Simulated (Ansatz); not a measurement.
Ge2Mo (fluorite or antifluorite type, space group No. 225) under volume change, plane-wave PAW PBE (Ansatz code), scaled uniformly.

| V (Å³/atom) | E − E(relaxed) (meV/atom) | P (GPa) |
|---|---|---|
| 17.188 | 61.7 | 12.73 |
| 17.755 | (withheld) | (withheld) |
| 18.321 | (withheld) | (withheld) |
| 18.888 | 0.0 | 0.00 |
| 19.454 | 5.7 | -3.12 |
| 20.021 | 21.5 | -5.73 |
| 20.588 | 45.8 | -7.96 |

**Question.** Some entries are withheld; supply them.

**Answer.** 
- 17.755, E − E(relaxed) (meV/atom): 25.8
- 17.755, P (GPa): 7.69
- 18.321, E − E(relaxed) (meV/atom): 6.2
- 18.321, P (GPa): 3.55

**Question.** What does a third-order Birch–Murnaghan fit give for V₀, B₀ and B′?

**Answer.** V₀ = 18.88 Å³/atom, B₀ = 111 GPa, B′ = 4.3.

Space group Fm-3m (fluorite or antifluorite type). The cell is a constructed one: a structure type filled with these elements; neither database checked (COD, Materials Project) lists it. COD files the formula under space group No. 62, so this cell is another polymorph or a model. Its standing as an ambient phase is unchecked. The PBE relaxation kept the symmetry of its start; its stability against distortions is not shown here. The run is not spin-polarised.

Potentials: the later of the program's two PAW sets.
